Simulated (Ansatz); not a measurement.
## Is this Sr2Ge2As structure stable?

The cell was found from a structure generator's guess, not taken from experiment.

Theory: Ansatz, DFT PBE, scalar-relativistic, plane waves, PAW. Plane waves to 420 eV, a 12×12×4 mesh through Γ for the 5-atom cell and 0.10 eV Gaussian smearing; no spin polarisation.

```xyz
5
Lattice="4.2815 0.0000 0.0000 -2.1407 3.7079 0.0000 0.0000 0.0000 9.4410" Properties=species:S:1:pos:R:3 pbc="T T T"
Sr    0.0000    2.4719    1.7771
Sr    2.1407    1.2360    7.6638
Ge    0.0000    2.4719    5.2060
Ge    2.1407    1.2360    4.2350
As    0.0000    0.0000    0.0000
```

Formation energies are uncorrected and refer to the elements' standard structures at the same level.

Task: These tests were run: energy against the elements; phonons on a 2×2×1 q mesh. What do they show?

Result:

```
                       test                         result
energy against the elements                  −0.65 eV/atom
  phonons on a 2×2×1 q mesh  no imaginary mode on the mesh
```

It fails none of these tests. Whether a mixture of other phases lies lower isn't tested here.

The cell is a metal run without spin; a magnetic state may lie lower. The reference form of As is held partly by dispersion forces, which this level lacks. The run for the phonons used a 12×12×4 k mesh and Fermi–Dirac smearing of 0.15 eV.
